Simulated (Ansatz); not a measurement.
**MgCd3Te4: rattling a relaxed structure**

The structure comes from a generated guess, relaxed at this level; another structure or a mixture of phases may lie lower.

Level of theory: Ansatz 0.2.0, DFT PBE, scalar-relativistic, plane waves, PAW. Cutoff 420 eV; k points 4×4×4 on the computed 8-atom cell (Γ-centred); Gaussian smearing, width 0.02 eV; no spin polarisation.

The cell below (8 atoms, space group P-43m (No. 215)) is relaxed within its symmetry.

```
Mg Cd Te
1.0
     6.59115    0.00000    0.00000
     0.00000    6.59115    0.00000
     0.00000    0.00000    6.59115
Mg Cd Te
1 3 4
Direct
  0.00000 0.00000 0.00000
  0.00000 0.50000 0.50000
  0.50000 0.00000 0.50000
  0.50000 0.50000 0.00000
  0.75271 0.75271 0.24729
  0.75271 0.24729 0.75271
  0.24729 0.75271 0.75271
  0.24729 0.24729 0.24729
```

For the test it was strained at random (σ = 1.5 % a component), the atoms were moved at random (σ = 0.05 Å), and all was relaxed again on a coarse 2×2×2 mesh (in the run’s order of axes) with 0.10 eV smearing, with no symmetry imposed.

Spin–orbit coupling, which can matter for Te, is left out.

Question: Is the structure stable against such a distortion?

Answer: It returns, within 1 meV/atom of the unmoved cell on that mesh and with the same symmetry when read at 0.1 Å (P1 at 0.01 Å, so small strains and shifts remain). No instability shows in this cell; modes of other wave vectors, which need another repeat, aren't tested.
